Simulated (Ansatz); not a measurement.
SrSnS3:
```yaml
crystal:
  lattice:
    - [8.11499, 0.00000, 0.00000]
    - [0.00000, 3.86775, 0.00000]
    - [0.00000, 0.00000, 14.11080]
  atoms:
    - { symbol: Sr, position: [0.41678, 0.25000, 0.67683] }
    - { symbol: Sr, position: [0.58322, 0.75000, 0.32317] }
    - { symbol: Sr, position: [0.08322, 0.75000, 0.17683] }
    - { symbol: Sr, position: [0.91678, 0.25000, 0.82317] }
    - { symbol: Sn, position: [0.17416, 0.25000, 0.44013] }
    - { symbol: Sn, position: [0.82584, 0.75000, 0.55987] }
    - { symbol: Sn, position: [0.32584, 0.75000, 0.94013] }
    - { symbol: Sn, position: [0.67416, 0.25000, 0.05987] }
    - { symbol: S, position: [0.02950, 0.25000, 0.60615] }
    - { symbol: S, position: [0.97050, 0.75000, 0.39385] }
    - { symbol: S, position: [0.47050, 0.75000, 0.10615] }
    - { symbol: S, position: [0.52950, 0.25000, 0.89385] }
    - { symbol: S, position: [0.14542, 0.25000, 0.00297] }
    - { symbol: S, position: [0.85458, 0.75000, 0.99703] }
    - { symbol: S, position: [0.35458, 0.75000, 0.50297] }
    - { symbol: S, position: [0.64542, 0.25000, 0.49703] }
    - { symbol: S, position: [0.30383, 0.25000, 0.28250] }
    - { symbol: S, position: [0.69617, 0.75000, 0.71750] }
    - { symbol: S, position: [0.19617, 0.75000, 0.78250] }
    - { symbol: S, position: [0.80383, 0.25000, 0.21750] }
```

Relaxed with PBEsol. Independent-particle spectrum: no excitons, no local fields, no scissors shift; 0.1 eV broadening; ε₁ of the summed bands alone.

Question: Tabulate the dielectric function from DFT-PBEsol in the program Ansatz with PAW potentials.

Answer: 

| E (eV) | ε₁ xx | ε₂ xx | ε₁ yy | ε₂ yy | ε₁ zz | ε₂ zz |
|---|---|---|---|---|---|---|
| 0.0 | 10.51 | 0.00 | 10.41 | 0.00 | 8.80 | 0.00 |
| 0.4 | 10.73 | 0.00 | 10.58 | 0.00 | 8.90 | 0.00 |
| 0.8 | 11.65 | 0.00 | 11.22 | 0.00 | 9.28 | 0.00 |
| 1.2 | 14.62 | 3.87 | 13.26 | 0.91 | 10.14 | 0.46 |
| 1.6 | 10.96 | 3.39 | 12.54 | 2.99 | 10.44 | 1.22 |
| 2.0 | 13.01 | 5.18 | 14.87 | 4.31 | 11.05 | 2.46 |
| 2.4 | 8.40 | 9.63 | 8.90 | 10.08 | 11.30 | 4.96 |
| 2.8 | 6.83 | 8.26 | 7.52 | 6.35 | 9.18 | 6.20 |
| 3.2 | 5.30 | 6.53 | 9.06 | 6.89 | 7.15 | 5.48 |
| 3.6 | 6.08 | 3.88 | 8.35 | 7.19 | 8.39 | 3.41 |
| 4.0 | 8.11 | 4.60 | 7.91 | 8.35 | 9.53 | 4.84 |
| 4.4 | 10.26 | 7.28 | 9.07 | 9.11 | 11.03 | 5.82 |
| 4.8 | 6.24 | 9.11 | 7.12 | 13.96 | 11.72 | 9.51 |
| 5.2 | 7.63 | 10.75 | 3.62 | 12.07 | 9.78 | 15.63 |
| 5.6 | 3.43 | 12.08 | -0.57 | 12.76 | 1.27 | 16.51 |
| 6.0 | -0.14 | 10.87 | -1.75 | 10.14 | -2.42 | 11.95 |
| 6.4 | -1.64 | 9.66 | -1.40 | 8.13 | -2.77 | 9.70 |
| 6.8 | -2.10 | 7.52 | -3.43 | 7.27 | -2.90 | 6.97 |
| 7.2 | -1.66 | 6.40 | -2.87 | 5.41 | -2.16 | 6.10 |
| 7.6 | -1.89 | 5.99 | -2.50 | 4.67 | -2.45 | 5.74 |
| 8.0 | -2.49 | 5.19 | -2.11 | 3.86 | -2.26 | 4.94 |
| 8.4 | -2.53 | 4.49 | -1.82 | 3.52 | -2.46 | 3.96 |
| 8.8 | -2.52 | 3.62 | -1.65 | 3.20 | -2.12 | 3.88 |
| 9.2 | -2.03 | 2.92 | -1.36 | 3.02 | -2.14 | 3.30 |
| 9.6 | -1.61 | 2.65 | -1.44 | 2.85 | -1.73 | 2.60 |
| 10.0 | -1.43 | 2.47 | -1.43 | 2.64 | -1.43 | 2.53 |
| 10.4 | -1.27 | 2.42 | -1.21 | 2.37 | -1.36 | 2.53 |
| 10.8 | -1.44 | 2.24 | -1.22 | 2.15 | -1.52 | 2.26 |
| 11.2 | -1.32 | 1.86 | -1.16 | 1.93 | -1.43 | 1.89 |
| 11.6 | -1.27 | 1.64 | -1.20 | 1.85 | -1.41 | 1.68 |
| 12.0 | -1.04 | 1.45 | -1.16 | 1.49 | -1.23 | 1.43 |

Question: From ε at 2.9 eV (xx: 5.90 + 8.14i), find n, k, the normal reflectivity and the absorption coefficient.

Answer: n = 2.82, k = 1.441, R = 32 %, α = 2kE/ħc = 420000 cm⁻¹.

With all bands, ε∞ without local fields is 10.6 (xx), 10.5 (yy), 8.87 (zz).

Space group Pnma. The workflow started from a Materials Project entry (that database holds measured and hypothetical structures alike); the Crystallography Open Database copy checked does not list it. Its standing as an ambient phase is unchecked. Symmetry was held in the PBEsol relaxation; of distortions, only those at the zone centre were tested. Spin–orbit coupling is left out wherever it is not named.

Potentials: the later of the program's two PAW sets.
